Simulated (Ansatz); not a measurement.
TaAl:
```
CELL_PARAMETERS angstrom
      2.83466     0.00000     0.00000
      0.00000     2.83466     0.00000
      0.00000     0.00000     4.18483
ATOMIC_POSITIONS crystal
  Ta 0.00000 0.00000 0.00000
  Al 0.50000 0.50000 0.50000
```

Relaxed with PBE. Special points in fractions of this cell's reciprocal vectors: Γ (0.000, 0.000, 0.000); X (0.000, 0.500, 0.000); M (0.500, 0.500, 0.000); Z (0.000, 0.000, 0.500); R (0.000, 0.500, 0.500); A (0.500, 0.500, 0.500).

Task: List the band energies nearest the Fermi level at these points for PBE in the plane-wave PAW code Ansatz.

Result: In eV from the Fermi level; about four levels below and three above (degenerate sets whole), none deeper than 8.9 eV; points with the same levels are listed once.

| k | below | above |
|---|---|---|
| Γ | -3.69 -2.48 -0.86 | 2.79 2.79 5.19 |
| X | -5.68 -4.78 -3.24 -1.64 | 1.73 3.62 4.62 |
| M | -1.33 -1.33 -0.70 -0.70 | 4.73 5.13 7.52 |
| Z | -7.83 -7.05 -2.32 -0.29 | 2.09 2.09 5.23 |
| R | -6.09 -3.20 -3.12 -1.26 | 0.86 1.82 3.14 |
| A | -4.31 -3.41 -3.41 | 0.91 2.21 2.46 |

Space group P4/mmm (L1₀ or tetragonal B2). The start of the workflow was typed in or built on a structure type; neither database checked (COD, Materials Project) lists it. Whether it is the stable phase at ambient conditions was not checked. The cell was relaxed with PBE under the symmetry of its start; whether a distortion lowers the energy is not shown. The run is not spin-polarised. Scalar-relativistic: spin–orbit coupling is off unless named, which matters more the heavier the elements.

Potentials: the later of the program's two PAW sets.
